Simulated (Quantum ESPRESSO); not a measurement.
Kohn-Sham bands of CuI (P4/nmm)

```yaml
crystal:
  lattice:
    - [4.09020, 0.00000, 0.00000]
    - [0.00000, 4.09020, 0.00000]
    - [0.00000, 0.00000, 6.55146]
  atoms:
    - { symbol: Cu, position: [0.50000, 0.50000, 0.00000] }
    - { symbol: Cu, position: [0.00000, 0.00000, 0.00000] }
    - { symbol: I, position: [0.50000, 0.00000, 0.25697] }
    - { symbol: I, position: [0.00000, 0.50000, 0.74303] }
```

Cell from Materials Project (mp-22863), symmetrised, no further relaxation. Not found in the COD (Crystallography Open Database) copy used, which has the formula in other groups; not checked further. Computed values, not measurements, from PBEsol: Quantum ESPRESSO (norm-conserving PseudoDojo potentials, cutoff 74 Ry, no spin polarisation, no spin-orbit coupling) on a Γ-centred 8×8×6 mesh, then Wannier90. Density: 8×8×6 mesh, cold smearing 0.01 Ry. A non-magnetic state is assumed, with no Hubbard U; filled 3d bands tend to lie too high at this level. The cell is built of weakly bound layers, chains or molecules, whose nearest atoms lie 4.30 Å apart. Database cells relaxed without dispersion often hold them too far apart, which can enlarge gaps and weakens couplings between them; spacing and stacking were not compared with the measured crystal. Spin-orbit coupling is left out although heavy elements are present.

Energies are relative to the valence-band maximum; weights are on the orthonormalised atomic waves of the pseudopotential files, averaged over the group. 52 electrons a cell are treated as valence.

Task: Into which isolated groups do the bands fall, where do they lie and what are they made of?

Result: 
```tsv
bands	from (eV)	to (eV)	filling	weight on atomic waves
1–2	-111.37	-111.37	filled	Cu 3s 100 %
3–8	-68.92	-68.90	filled	Cu 3p 100 %
9–10	-13.97	-13.09	filled	I 5s 89 %, Cu 4s 8 %
11–16	-5.84	-3.13	filled	I 5p 67 %, Cu 3d 23 %, Cu 4s 8 %
17–26	-2.64	0.00	filled	Cu 3d 85 %, I 5p 13 %
```

The Kohn-Sham gap over both meshes and the path is 1.46 eV.
